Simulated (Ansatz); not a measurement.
An Ansatz input:

```yaml
crystal:
  lattice:
    - [2.8033701236, 0.0, 0.0]
    - [-1.4016850618, 2.4277897433, 0.0]
    - [0.0, 0.0, 4.5138801884]
  atoms:
    - { symbol: Mn, position: [0.3333333333, 0.6666666667, 0.25], spin: 3.753 }
    - { symbol: Mn, position: [0.6666666667, 0.3333333333, 0.75], spin: 3.753 }
hamiltonian:
  xc: r2scan
  pseudopotentials:
    kind: paw
    azcp:
      Mn: "pseudopotentials/Mn.paw.azcp"
basis:
  ecutwfc: 500
  fft_grid_basis: typed
kpoints:
  mp_grid: { grid: [7, 7, 4], shift: [0, 0, 0] }
magnetization:
  spin_polarized: true
scf:
  occupations: { method: fermi_dirac, width: 0.1 }
```

Terminal output

```
Engine: ansatz 0.2.0, x86_64-unknown-linux-gnu
Pseudopotentials: kind: paw
Pseudopotential: Mn, paw, valence charge 15, recommended cutoff 500 eV (meta_gga) 
Functional definition: r2SCAN
  parameter k0 = 0.174
  parameter k1 = 0.065
  parameter a1 = 4.9479
  exchange = r2scan_x(k0 = k0, k1 = k1, a1 = a1)
  correlation = r2scan_c
Crystal: 2 atoms, lattice volume = 30.721 Å³
Basis set: ecut = 500 eV, 785 PW (Γ), exchange–correlation on 96×96×144 points (64 copies of the dense FFT grid, shifted against one another)
Bands: 23, of which v1, the nominal top of the filled ones, is band 15 counted from 1 (14 counted from 0)
Symmetry: 24 space group operations
Space group: P63/mmc (ITA 194), of the structure as read, at distance tolerance 3.1e-5 Å
Magnetic group: BNS 194.263 (UNI 1493), of the structure as read, at distance tolerance 3.1e-5 Å
k-points: 24 of 196
Non-local potential: Mn, projectors of the file, l = 0: 3, l = 1: 2, l = 2: 3, l = 3: 1
PAW form: soft (Blöchl's): semilocal exchange-correlation on the pseudo side does not see the compensation charge
PAW frozen core: Mn, regenerated for the run's functional (the file was generated under x = pbe(κ = 0.804, μ = 0.2195149727645171), c = pbe(β = 0.06672455060314922))
PAW one-centre angular grid: Mn, 590 points (default); XC on 160 Gauss nodes
Initial density: superposition of atomic densities (chi_scale 0.1, normalization cell)
Starting moments: Σ|m| = 7.506 μB on 2 of 2 sites
Initial wavefunctions: pseudopotential atomic-orbital guess
Functional: x = r2scan, c = r2scan; τ floored in thin density (d = 2e-4 eV/Å³)
iter 1 solved again at ethr=9.28e-4 eV; its pass at ethr=3.10e-3 eV (dr2=2.78e-1 eV) is discarded
SCF iter   1: F=—  HF=-7806.758139 eV  |F-HF|=—  |Δ(HF+E_count)|=         —  Δρ=3.60e-2 (↑9.00e-3 ↓3.60e-2)  dr2=3.19e-1  dr2_τ=4.81e-3  dr2_m=1.21e-1  M=7.429 μB ∫|m|=7.459 μB  β_m=1.00  ethr=9.28e-4  ⟨swp⟩=2.5  Hψ=5981  notcnv=0
Mixer restart at iter 1: flushing history
eigensolver tolerance schedule calibrated: the retry pair's looser diagonalisation under-reported the residual by θ = 0.13 (0.24/decade); ethr = c·dr2/N_el runs at the constant in force after the calibration composes with the one it found (an armed cap, an earlier calibration), c = 1.7e-2
SCF iter   2: F=—  HF=-7806.954834 eV  |F-HF|=—  |Δ(HF+E_count)|=   1.97e-1  Δρ=1.35e-2 (↑1.35e-2 ↓1.30e-2)  dr2=4.19e-2  dr2_τ=8.10e-4  dr2_m=3.39e-2  M=7.409 μB ∫|m|=7.533 μB  β_m=1.00  ethr=1.81e-4  ⟨swp⟩=3.3  Hψ=2647  notcnv=0  defer=1  κ⁻¹=1.0e0(r=1)
SCF iter   3: F=—  HF=-7807.243699 eV  |F-HF|=—  |Δ(HF+E_count)|=         —  Δρ=2.02e-2 (↑2.02e-2 ↓7.34e-3)  dr2=4.63e-2  dr2_τ=1.05e-3  dr2_m=4.28e-2  M=7.635 μB ∫|m|=7.797 μB  β_m=1.00  ethr=2.38e-5  ⟨swp⟩=2.0  Hψ=2294  notcnv=0  defer=34
Mixer restart at iter 3: flushing history
SCF iter   4: F=—  HF=-7807.355003 eV  |F-HF|=—  |Δ(HF+E_count)|=   1.11e-1  Δρ=5.22e-3 (↑4.90e-3 ↓5.22e-3)  dr2=1.52e-2  dr2_τ=5.93e-4  dr2_m=4.74e-5  M=7.644 μB ∫|m|=7.809 μB  β_m=1.00  ethr=2.38e-5  ⟨swp⟩=2.0  Hψ=2127  notcnv=0  defer=34  κ⁻¹=1.0e0(r=1)
SCF iter   5: F=—  HF=-7807.483646 eV  |F-HF|=—  |Δ(HF+E_count)|=   1.29e-1  Δρ=3.42e-3 (↑3.42e-3 ↓3.18e-3)  dr2=7.22e-3  dr2_τ=1.92e-4  dr2_m=1.48e-5  M=7.647 μB ∫|m|=7.814 μB  β_m=1.00  ethr=8.62e-6  ⟨swp⟩=2.0  Hψ=2171  notcnv=0  defer=34  κ⁻¹=3.3e-2(r=2)
SCF iter   6: F=—  HF=-7807.595132 eV  |F-HF|=—  |Δ(HF+E_count)|=   1.11e-1  Δρ=1.13e-3 (↑8.48e-4 ↓1.13e-3)  dr2=1.06e-3  dr2_τ=1.07e-5  dr2_m=1.46e-5  M=7.647 μB ∫|m|=7.815 μB  β_m=1.00  ethr=4.11e-6  ⟨swp⟩=2.2  Hψ=2243  notcnv=0  defer=34  κ⁻¹=1.5e-3(r=3)
SCF iter   7: F=—  HF=-7807.599220 eV  |F-HF|=—  |Δ(HF+E_count)|=   4.09e-3  Δρ=5.67e-4 (↑5.63e-4 ↓5.67e-4)  dr2=2.90e-4  dr2_τ=4.23e-6  dr2_m=1.13e-6  M=7.645 μB ∫|m|=7.811 μB  β_m=1.00  ethr=6.03e-7  ⟨swp⟩=2.0  Hψ=1855  notcnv=0  defer=34  κ⁻¹=9.7e-4(r=4)
SCF iter   8: F=—  HF=-7807.599391 eV  |F-HF|=—  |Δ(HF+E_count)|=   1.71e-4  Δρ=7.22e-5 (↑7.22e-5 ↓4.73e-5)  dr2=2.00e-6  dr2_τ=5.87e-8  dr2_m=2.58e-7  M=7.643 μB ∫|m|=7.810 μB  β_m=1.00  ethr=1.65e-7  ⟨swp⟩=2.0  Hψ=1839  notcnv=0  defer=34  κ⁻¹=3.4e-5(r=5)
SCF iter   9: F=—  HF=-7807.599424 eV  |F-HF|=—  |Δ(HF+E_count)|=   3.29e-5  Δρ=2.89e-5 (↑2.89e-5 ↓2.71e-5)  dr2=3.50e-7  dr2_τ=2.08e-8  dr2_m=8.43e-9  M=7.643 μB ∫|m|=7.810 μB  β_m=1.00  ethr=1.14e-9  ⟨swp⟩=2.1  Hψ=1861  notcnv=0  defer=34  κ⁻¹=1.6e-6(r=6)
SCF iter  10: F=—  HF=-7807.599432 eV  |F-HF|=—  |Δ(HF+E_count)|=   8.27e-6  Δρ=1.37e-5 (↑1.37e-5 ↓1.27e-5)  dr2=4.28e-8  dr2_τ=2.28e-9  dr2_m=2.54e-8  M=7.643 μB ∫|m|=7.810 μB  β_m=1.00  ethr=1.99e-10  ⟨swp⟩=2.2  Hψ=1892  notcnv=0  defer=34  κ⁻¹=4.8e-7(r=7)
SCF iter  11: F=—  HF=-7807.599433 eV  |F-HF|=—  |Δ(HF+E_count)|=   1.06e-6  Δρ=5.41e-6 (↑5.41e-6 ↓2.68e-6)  dr2=6.87e-9  dr2_τ=2.41e-10  dr2_m=2.22e-9  M=7.643 μB ∫|m|=7.810 μB  β_m=1.00  ethr=2.43e-11  ⟨swp⟩=2.8  Hψ=2285  notcnv=0  defer=34  κ⁻¹=8.1e-8(r=8)
SCF iter  12: F=-7807.599433 eV  HF=-7807.599433 eV  |F-HF|=4.45e-9  |Δ(HF+E_count)|=   3.20e-8  Δρ=3.90e-6 (↑3.90e-6 ↓3.65e-6)  dr2=1.38e-8  dr2_τ=3.60e-11  dr2_m=2.52e-11  M=7.643 μB ∫|m|=7.810 μB  ethr=3.90e-12  ⟨swp⟩=1.9  Hψ=3308  notcnv=0
SCF 1 converged in 12 iterations: F = -7807.599433 eV  dr2 = 1.38e-8
WARN: an SCF from antiferromagnetic starting moments (-3.88, 3.88 Bohr magnetons, atom by atom) was not made, by what the run has read of turns of its moments that order reads lower: the deck asks for what bars it, or types moments that do (magnetization.spin_polarized, in the input reference, names some of the keys), or the run goes by scf.lower_state_search: light, the default, which as a rule tries one only behind a close that has lost an order of both signs, or on which an open d or half-filled 4f shell of a PAW file has lost a moment that was set nearer to Hund's than to what is left; or, under a Hubbard U, one that names an f shell that the input leaves bare beside given moments, or a larger moment for a shell of low spin that is given one. standard, with a start from the atoms, tries one behind each close (in a relaxation, ahead of its steps or at their end). To set out from that order, type those moments (crystal.atoms[].spin; where shells were raised to Hund's moment, beside crystal.symmetry.detect: false) under scf.lower_state_search: light. The bands of the close that named these starting moments, or of the one ahead of a search that led to it (under cold or Methfessel-Paxton smearing those of the Gaussian ahead of it) read a cost of -61.34 meV for the turn to them, carried on from a small turn (-61.34 by the pairs of d shells alone)
this state was not tested for a lower state beside it, because the mixer in use, unlike msr1, does not test its closes by its own steps (another_mixer; see scf.mixing.algorithm and scf.lower_state_search)
SCF converged after 12 iterations
Magnetization: 7.6428 μB (18.8214 up, 11.1786 down)
Absolute magnetization: 7.8095 μB (∫|ρ↑−ρ↓|, with the PAW one-centre terms)
Spin contamination: 0.2177 ħ² per cell (⟨S²⟩ above its minimum at these occupations)
Per-site moments (μB) at R_I (Å): [(3.8018159474560376, 1.1456370903197102), (3.8018159474560385, 1.1456370903197102)]
Free energy (F): -7807.599433 eV
Harris-Foulkes:  -7807.599433 eV  (|F-HF|=4.45e-9)
Internal energy: -7807.545841 eV  (E = F + TS)
E sigma→0 (E₀):  -7807.572637 eV
Entropy (-TS):   -0.053592 eV (-26.796 meV/atom)
Fermi energy:    13.645963 eV
--- Per-component energies (eV) ---
  E_band       = -537.321783
  E_kinetic    = 601.376415
  E_local      = -3898.518164  (includes V_loc(G=0)·N_el)
  E_nonlocal   = 501.083143
  E_hartree    = 1599.012909
  E_xc         = -215.658883
  E_vxc        = -317.338707  (∫ρ·V_xc dr)
  E_paw        = -2630.085085  (= ΣΔE_a)
  E_vpaw       = -643.710653  (= ΣTr[D̂ρ^β])
  E_aug_tail   = -0.000009  (compensation charges beyond the density's cutoff)
  E_vtau       = 21.769765  (kinetic-family band-sum trace: ∫τ·v_τ [+ j·A + Jᵃ·Aᵃ] dr)
  E_ewald      = -3764.190080
  E_core_change = -0.566086  (= ΣΔE_core)
  E_smearing   = -0.053592  (= −TS)
  E_closure    = -0.000000  (closes the sum)
  Σ components = -7807.599433   (vs F -7807.599433, Δ=0.00e0)
```

Launched by

```sh
ansatz run input.yaml --threads 4 --pin off --max-ram 8192MiB --backend cpu --events-out ev --progress --plain --runs-dir out
```

On 4 threads of AMD EPYC 9R45 96-Core Processor (Zen 5) (shared host) this took about 1.1 s of wall time and 3.5 s of CPU time, with 0.44 GiB at the peak.
